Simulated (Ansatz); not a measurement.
Input:

CdTe:
```cif
data_Cd4Te4
_chemical_formula_sum 'Cd4 Te4'
_space_group_name_H-M_alt 'F-43m'
_space_group_IT_number 216
_space_group_name_Hall 'F -4 2 3'
_cell_length_a 6.40912
_cell_length_b 6.40912
_cell_length_c 6.40912
_cell_angle_alpha 90.000
_cell_angle_beta 90.000
_cell_angle_gamma 90.000
loop_
_atom_site_label
_atom_site_type_symbol
_atom_site_symmetry_multiplicity
_atom_site_Wyckoff_symbol
_atom_site_fract_x
_atom_site_fract_y
_atom_site_fract_z
_atom_site_occupancy
Cd1 Cd 4 a 0.00000 0.00000 0.00000 1
Te1 Te 4 c 0.25000 0.25000 0.25000 1
```
(The calculation used a cell of 2 atoms; values per cell refer to that cell.)

This is the LDA-relaxed structure.

Task: All from plane-wave PAW LDA (Ansatz code), unless another level is named. Estimate the formation energy from the elements (no fitted shifts).

Result: -0.36 eV/atom.

Task: What about the hole effective mass, band 3 of 3 at the edge?

Result: 0.051 along [100], 0.047 along [110], 0.046 along [111] (mₑ).

Task: Predict the band gap.

Result: 0.61 eV (direct).

Task: Predict the hole effective mass, band 2 of 3 at the edge.

Result: 0.48 along [100], 0.48 along [110], 1.0 along [111] (mₑ).

Task: And the valence-band maximum?

Result: at Γ.

The cell was relaxed with LDA under the symmetry of its start. The references are the lowest solids computed at this level, not always the standard phases. Spin–orbit coupling is left out wherever it is not named.

Potentials: the earlier of the program's two PAW sets. The files were generated under PBE; for other functionals the program regenerates the frozen cores, and for LDA and PBEsol the local potential too.
